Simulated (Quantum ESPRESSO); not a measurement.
```cif
data_Cu2Li7N3
_chemical_formula_sum 'Li7 N3 Cu2'
_space_group_name_H-M_alt 'P 1'
_space_group_IT_number 1
_cell_length_a 5.19710
_cell_length_b 5.19710
_cell_length_c 5.19710
_cell_angle_alpha 74.985
_cell_angle_beta 74.985
_cell_angle_gamma 74.985
loop_
_space_group_symop_operation_xyz
  'x, y, z'
loop_
_atom_site_label
_atom_site_type_symbol
_atom_site_fract_x
_atom_site_fract_y
_atom_site_fract_z
_atom_site_occupancy
Li1 Li 0.50000 0.83394 0.16606 1
Li2 Li 0.50000 0.16606 0.83394 1
Li3 Li 0.16606 0.50000 0.83394 1
Li4 Li 0.83394 0.50000 0.16606 1
Li5 Li 0.83394 0.16606 0.50000 1
Li6 Li 0.16606 0.83394 0.50000 1
Li7 Li 0.00000 0.00000 0.00000 1
N1 N 0.16760 0.16760 0.16760 1
N2 N 0.83240 0.83240 0.83240 1
N3 N 0.50000 0.50000 0.50000 1
Cu1 Cu 0.66648 0.66648 0.66648 1
Cu2 Cu 0.33352 0.33352 0.33352 1
```

The geometry is that of Materials Project entry mp-1222572, symmetrised and not relaxed again.

Question: What does norm-conserving PBEsol (Quantum ESPRESSO, 92 Ry, without SOC) give for the electronic structure near the Fermi level?

Answer: At this level the gap is closed or nearly so: along the path the highest valence and lowest conduction bands touch, or overlap by less than 0.6 eV, a zero-gap or semimetallic result; the valence top lies at Z, the conduction bottom at L. Semilocal functionals close the gaps of some narrow-gap semiconductors, so this alone doesn't show that the compound has none. The 3d shell has no Hubbard U; the runs are without spin polarisation, and magnetic order was not tried.

The structure is a Materials Project entry; no match was found in the copy of COD used, and its stability was not checked.
